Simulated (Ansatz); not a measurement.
The following input was run with Ansatz 0.2.0.

```yaml
crystal:
  lattice:
    - [4.891347008, 0.0, 0.0]
    - [0.0, 5.9785142199, 0.0]
    - [0.0, 0.0, 3.6268603922]
  atoms:
    - { symbol: Cu, position: [0.0, 0.0, 0.0] }
    - { symbol: Cu, position: [0.5, 0.5, 0.5] }
    - { symbol: Se, position: [0.189124904, 0.3814935223, 0.0] }
    - { symbol: Se, position: [0.810875096, 0.6185064777, 0.0] }
    - { symbol: Se, position: [0.689124904, 0.1185064777, 0.5] }
    - { symbol: Se, position: [0.310875096, 0.8814935223, 0.5] }
basis:
  ecutwfc: 420
kpoints:
  mp_grid: { grid: [8, 6, 10] }
hamiltonian:
  xc: pbesol
scf:
  occupations: { method: gaussian, width: 0.1 }
output:
  forces: true
  stress: true
  eigenvalues: true
relax:
  adjacent_minimum: "off"
  f_tol: 0.01
  max_steps: 30
  cell: { stress_tol: 0.1, fix: [volume] }
```

Run as
```bash
ansatz run input.yaml --threads 1 --pin off --max-ram 2560MiB --backend cpu --events-out ev --progress --plain --runs-dir out
```

All numbers below come from DFT PBEsol, scalar-relativistic, plane waves, PAW in Ansatz.

From the run's log, abridged (iterations and final results):

```
SCF iter   1: F=—  HF=-34874.935559 eV  |F-HF|=—  |Δ(HF+E_count)|=         —  Δρ=9.21e-3  dr2=5.26e-2  ethr=1.77e-3  ⟨swp⟩=5.2  Hψ=25350  notcnv=0  defer=134
SCF iter   2: F=—  HF=-34874.938399 eV  |F-HF|=—  |Δ(HF+E_count)|=   2.84e-3  Δρ=8.30e-3  dr2=3.62e-2  ethr=5.15e-5  ⟨swp⟩=2.0  Hψ=15454  notcnv=0  defer=623
SCF iter   3: F=—  HF=-34874.924340 eV  |F-HF|=—  |Δ(HF+E_count)|=   1.41e-2  Δρ=1.17e-3  dr2=1.25e-3  ethr=3.55e-5  ⟨swp⟩=2.0  Hψ=13364  notcnv=0  defer=623
SCF iter   4: F=—  HF=-34874.924289 eV  |F-HF|=—  |Δ(HF+E_count)|=   5.04e-5  Δρ=7.97e-4  dr2=5.30e-4  ethr=1.23e-6  ⟨swp⟩=2.0  Hψ=11981  notcnv=0  defer=623
SCF iter   5: F=—  HF=-34874.924207 eV  |F-HF|=—  |Δ(HF+E_count)|=   8.21e-5  Δρ=2.69e-4  dr2=5.80e-5  ethr=5.20e-7  ⟨swp⟩=2.2  Hψ=8856  notcnv=0  defer=623
SCF iter   6: F=—  HF=-34874.924189 eV  |F-HF|=—  |Δ(HF+E_count)|=   1.87e-5  Δρ=1.86e-5  dr2=1.56e-7  ethr=5.69e-8  ⟨swp⟩=2.0  Hψ=8871  notcnv=0  defer=623
SCF iter   7: F=-34874.924189 eV  HF=-34874.924189 eV  |F-HF|=2.66e-9  |Δ(HF+E_count)|=   4.41e-8  Δρ=4.07e-6  dr2=7.10e-9  ethr=9.80e-11  ⟨swp⟩=9.3  Hψ=36948  notcnv=0
SCF 1 converged in 7 iterations: F = -34874.924189 eV  dr2 = 7.10e-9
relax step   1: F+E_penalty+E_count = -34874.92418873 eV  Δ(F+E_penalty+E_count) = +0.000e0 eV  max|allowed force component| = 1.157e-1 eV/Å  Δτ_max = 0.0000 Å  P = +6.054 GPa  Ω = 106.060 Å³  fix = [volume]  reactions: volume +6.054 GPa (7 SCF iters, dr2 threshold 1.00e-7 eV, accepted)
Basis set: ecut = 420 eV, 2073 PW (Γ), exchange–correlation on 72×80×50 points (8 copies of the dense FFT grid, shifted against one another)
Initial density: handed on by an earlier stage of this run
Initial wavefunctions: those handed on with the density
SCF iter   1: F=—  HF=-34874.927395 eV  |F-HF|=—  |Δ(HF+E_count)|=         —  Δρ=6.42e-4  dr2=3.52e-4  ethr=3.59e-7  ⟨swp⟩=3.0  Hψ=32957  notcnv=0
SCF iter   2: F=—  HF=-34874.927308 eV  |F-HF|=—  |Δ(HF+E_count)|=   8.66e-5  Δρ=3.52e-4  dr2=1.23e-4  ethr=3.45e-7  ⟨swp⟩=1.5  Hψ=9322  notcnv=0
SCF iter   3: F=—  HF=-34874.927276 eV  |F-HF|=—  |Δ(HF+E_count)|=   3.22e-5  Δρ=1.34e-4  dr2=1.75e-5  ethr=1.21e-7  ⟨swp⟩=2.7  Hψ=12154  notcnv=0
SCF iter   4: F=—  HF=-34874.927272 eV  |F-HF|=—  |Δ(HF+E_count)|=   3.18e-6  Δρ=5.99e-5  dr2=3.17e-6  ethr=1.71e-8  ⟨swp⟩=2.4  Hψ=11064  notcnv=0
SCF iter   5: F=-34874.927272 eV  HF=-34874.927272 eV  |F-HF|=2.12e-7  |Δ(HF+E_count)|=   8.45e-8  Δρ=1.49e-5  dr2=2.78e-7  ethr=3.10e-9  ⟨swp⟩=2.0  Hψ=10114  notcnv=0
SCF iter   6: F=-34874.927272 eV  HF=-34874.927272 eV  |F-HF|=8.03e-9  |Δ(HF+E_count)|=   7.72e-8  Δρ=6.59e-6  dr2=4.84e-8  ethr=2.72e-10  ⟨swp⟩=3.0  Hψ=28357  notcnv=0
SCF 2 converged in 6 iterations: F = -34874.927272 eV  dr2 = 4.84e-8
relax step   2: F+E_penalty+E_count = -34874.92727230 eV  Δ(F+E_penalty+E_count) = -3.084e-3 eV  max|allowed force component| = 3.757e-2 eV/Å  Δτ_max = 0.0067 Å  P = +5.805 GPa  Ω = 106.060 Å³  fix = [volume]  reactions: volume +5.805 GPa (6 SCF iters, dr2 threshold 6.00e-7 eV, accepted)
SCF iter   1: F=—  HF=-34874.927571 eV  |F-HF|=—  |Δ(HF+E_count)|=         —  Δρ=2.66e-4  dr2=4.69e-5  ethr=4.62e-8  ⟨swp⟩=2.1  Hψ=28817  notcnv=0
SCF iter   2: F=—  HF=-34874.927550 eV  |F-HF|=—  |Δ(HF+E_count)|=   2.02e-5  Δρ=1.09e-4  dr2=8.39e-6  ethr=4.59e-8  ⟨swp⟩=2.0  Hψ=8564  notcnv=0
SCF iter   3: F=—  HF=-34874.927549 eV  |F-HF|=—  |Δ(HF+E_count)|=   1.62e-6  Δρ=6.00e-5  dr2=3.17e-6  ethr=8.22e-9  ⟨swp⟩=2.9  Hψ=13185  notcnv=0
SCF iter   4: F=—  HF=-34874.927548 eV  |F-HF|=—  |Δ(HF+E_count)|=   3.77e-7  Δρ=1.40e-5  dr2=2.17e-7  ethr=3.11e-9  ⟨swp⟩=2.1  Hψ=9148  notcnv=0
SCF iter   5: F=-34874.927548 eV  HF=-34874.927548 eV  |F-HF|=4.98e-9  |Δ(HF+E_count)|=   3.74e-8  Δρ=3.93e-6  dr2=2.04e-8  ethr=2.13e-10  ⟨swp⟩=2.0  Hψ=10205  notcnv=0
SCF iter   6: F=-34874.927548 eV  HF=-34874.927548 eV  |F-HF|=2.40e-9  |Δ(HF+E_count)|=  7.42e-10  Δρ=1.57e-6  dr2=3.90e-9  ethr=2.00e-11  ⟨swp⟩=2.3  Hψ=24506  notcnv=0
SCF 3 converged in 6 iterations: F = -34874.927548 eV  dr2 = 3.90e-9
relax step   3: F+E_penalty+E_count = -34874.92754846 eV  Δ(F+E_penalty+E_count) = -2.762e-4 eV  max|allowed force component| = 6.378e-3 eV/Å  Δτ_max = 0.0026 Å  P = +5.739 GPa  Ω = 106.060 Å³  energy of the carried Pulay correction = -4.922e-18 eV  fix = [volume]  reactions: volume +5.739 GPa (6 SCF iters, dr2 threshold 8.82e-8 eV, accepted)
Basis set: ecut = 420 eV, 2073 PW (Γ), exchange–correlation on 72×90×50 points (8 copies of the dense FFT grid, shifted against one another)
Initial wavefunctions: pseudopotential atomic-orbital guess (no wavefunctions were taken with the density)
SCF iter   1: F=—  HF=-34874.927398 eV  |F-HF|=—  |Δ(HF+E_count)|=         —  Δρ=2.25e-4  dr2=1.11e-6  ethr=1.01e-7  ⟨swp⟩=3.1  Hψ=44674  notcnv=0
SCF iter   2: F=—  HF=-34874.927506 eV  |F-HF|=—  |Δ(HF+E_count)|=   1.08e-4  Δρ=1.14e-4  dr2=2.92e-7  ethr=1.09e-9  ⟨swp⟩=1.6  Hψ=8959  notcnv=0
SCF iter   3: F=—  HF=-34874.927542 eV  |F-HF|=—  |Δ(HF+E_count)|=   3.58e-5  Δρ=2.61e-6  dr2=3.61e-9  ethr=2.86e-10  ⟨swp⟩=1.0  Hψ=7446  notcnv=0
SCF iter   4: F=—  HF=-34874.927542 eV  |F-HF|=—  |Δ(HF+E_count)|=  4.07e-10  Δρ=6.19e-7  dr2=7.31e-10  ethr=3.54e-12  ⟨swp⟩=2.0  Hψ=13566  notcnv=0
SCF iter   5: F=-34874.927542 eV  HF=-34874.927542 eV  |F-HF|=3.64e-11  |Δ(HF+E_count)|=  2.91e-11  Δρ=2.76e-7  dr2=1.64e-10  ethr=1.00e-12  ⟨swp⟩=1.0  Hψ=7440  notcnv=0
SCF iter   6: F=-34874.927542 eV  HF=-34874.927542 eV  |F-HF|=1.46e-11  |Δ(HF+E_count)|=    0.00e0  Δρ=9.85e-8  dr2=1.43e-11  ethr=1.00e-12  ⟨swp⟩=3.0  Hψ=24523  notcnv=0
SCF 4 converged in 6 iterations: F = -34874.927542 eV  dr2 = 1.43e-11
SCF converged after 6 iterations
Free energy (F): -34874.927542 eV
Harris-Foulkes:  -34874.927542 eV  (|F-HF|=1.46e-11)
Internal energy: -34874.915712 eV  (E = F + TS)
E sigma→0 (E₀):  -34874.921627 eV
Entropy (-TS):   -0.011830 eV (-1.972 meV/atom)
Fermi energy:    12.432894 eV
--- Per-component energies (eV) ---
  E_band       = -2212.414185
  E_kinetic    = 1077.152650
  E_local      = -18348.080948  (includes V_loc(G=0)·N_el)
  E_nonlocal   = -1576.484879
  E_hartree    = 8650.010517
  E_xc         = -592.981388
  E_vxc        = -625.356993  (∫ρ·V_xc dr)
  E_paw        = -10730.658849  (= ΣΔE_a)
  E_vpaw       = -39.663114  (= ΣTr[D̂ρ^β])
  E_aug_tail   = -0.001887  (compensation charges beyond the density's cutoff)
  E_ewald      = -13358.317134
  E_core_change = 4.446206  (= ΣΔE_core)
  E_smearing   = -0.011830  (= −TS)
--- Forces (eV/Å), atoms counted from 1 ---
  atom   1  Cu     0.00000000     0.00000000     0.00000000
  atom   2  Cu     0.00000000     0.00000000     0.00000000
  atom   3  Se    -0.00315631    -0.00636999     0.00000000
  atom   4  Se     0.00315631     0.00636999     0.00000000
  atom   5  Se    -0.00315631     0.00636999     0.00000000
  atom   6  Se     0.00315631    -0.00636999     0.00000000
--- Stress (GPa, compression-positive) ---
        5.759929       0.000000       0.000000
        0.000000       5.675841       0.000000
        0.000000       0.000000       5.781482
  P = ⅓ Tr σ = 5.7391 GPa (57.391 kbar)
--- Band table (eV; the first three rows and the last of 120) ---
  k-point 0: bands = ["-100.2224", "-100.2224", "-57.7855", "-57.7855", "-57.7808", "-57.7807", "-57.7030", "-57.7029", "-36.2262", "-36.2253", "-36.1544", "-36.1532", "-36.1376", "-36.1363", "-36.1331", "-36.1315", "-36.1272", "-36.1267", "-36.1056", "-36.1051", "-35.9967", "-35.9964", "-35.9958", "-35.9955", "-35.9945", "-35.9932", "-35.9924", "-35.9919", "-3.9207", "-2.2615", "-0.2692", "0.2114", "5.2816", "6.5406", "6.8137", "7.3540", "7.9297", "8.3617", "8.4081", "8.7471", "8.7596", "9.1233", "9.2251", "9.3121", "9.3314", "9.3450", "9.4923", "10.6081", "10.9130", "13.3190", "13.3895", "13.7044", "14.0536", "15.1906", "15.9915", "16.8854", "17.0111", "18.5941", "18.8090", "19.8830", "20. ...
  k-point 1: bands = ["-100.2224", "-100.2224", "-57.7855", "-57.7855", "-57.7808", "-57.7808", "-57.7029", "-57.7029", "-36.2261", "-36.2253", "-36.1544", "-36.1532", "-36.1375", "-36.1363", "-36.1331", "-36.1316", "-36.1271", "-36.1267", "-36.1056", "-36.1051", "-35.9967", "-35.9963", "-35.9959", "-35.9954", "-35.9945", "-35.9933", "-35.9923", "-35.9918", "-3.8526", "-2.2512", "-0.2262", "0.2353", "5.3785", "6.5358", "6.8220", "7.2708", "7.9363", "8.1925", "8.3357", "8.5821", "8.7216", "9.1739", "9.2184", "9.2430", "9.2996", "9.3296", "9.6480", "10.6594", "10.7059", "12.8736", "13.1672", "13.2955", "14.1638", "15.1355", "16.5313", "16.8291", "17.2220", "18.6900", "19.2683", "20.1688", "20. ...
  k-point 2: bands = ["-100.2224", "-100.2224", "-57.7855", "-57.7855", "-57.7810", "-57.7810", "-57.7029", "-57.7029", "-36.2260", "-36.2253", "-36.1543", "-36.1533", "-36.1374", "-36.1364", "-36.1331", "-36.1318", "-36.1271", "-36.1267", "-36.1056", "-36.1052", "-35.9967", "-35.9960", "-35.9960", "-35.9952", "-35.9945", "-35.9934", "-35.9920", "-35.9916", "-3.6563", "-2.2382", "-0.1067", "0.2962", "5.6616", "6.3877", "6.7825", "7.1261", "7.5942", "7.9485", "8.3130", "8.4928", "8.7074", "8.9899", "9.2494", "9.2718", "9.3061", "9.3424", "9.7364", "10.2498", "10.8838", "12.1156", "12.2603", "12.9449", "14.0246", "14.9316", "16.2435", "17.7334", "17.8497", "18.8319", "19.3723", "20.2874", "20. ...
  k-point 119: bands = ["-100.2224", "-100.2224", "-57.7855", "-57.7855", "-57.7814", "-57.7814", "-57.7029", "-57.7029", "-36.2256", "-36.2256", "-36.1544", "-36.1544", "-36.1368", "-36.1368", "-36.1326", "-36.1326", "-36.1262", "-36.1262", "-36.1056", "-36.1056", "-35.9968", "-35.9968", "-35.9944", "-35.9944", "-35.9936", "-35.9936", "-35.9919", "-35.9919", "-2.3531", "-2.3531", "-0.1627", "-0.1627", "5.7016", "5.7016", "5.7684", "5.7684", "8.2443", "8.2443", "8.3095", "8.3095", "9.0903", "9.0903", "9.2079", "9.2079", "9.5018", "9.5018", "9.6524", "9.6524", "11.8801", "11.8801", "12.3503", "12.3503", "13.3164", "13.3164", "17.1928", "17.1928", "17.7522", "17.7522", "19.2442", "19.2442", "1 ...
--- Relaxed structure (3 steps of the walk, 3 accepted, 1 SCFs on fresh bases) ---
  F+E_penalty+E_count = -34874.92754212 eV   max|allowed force component| = 6.370e-3 eV/Å   (the final SCF, on the basis selected at the relaxed cell)
  cell:  # Å, volume = 106.0602 Å³
    - [4.90850257, 0.0, 0.0]
    - [0.0, 5.98599048, 0.0]
    - [0.0, 0.0, 3.60967028]
  atoms:
    - { symbol: Cu, position: [0.0, 0.0, 0.0] }
    - { symbol: Cu, position: [0.50000000, 0.5, 0.5] }
    - { symbol: Se, position: [0.18895575, 0.37999976, 0.0] }
    - { symbol: Se, position: [0.81104424, 0.62000023, 0.0] }
    - { symbol: Se, position: [0.68895575, 0.12000023, 0.5] }
    - { symbol: Se, position: [0.31104424, 0.87999976, 0.5] }
```

The relaxation met its thresholds.

The run took 3.5 min on 1 thread of Arm Neoverse V1, with other jobs on the host, peak memory 0.78 GiB.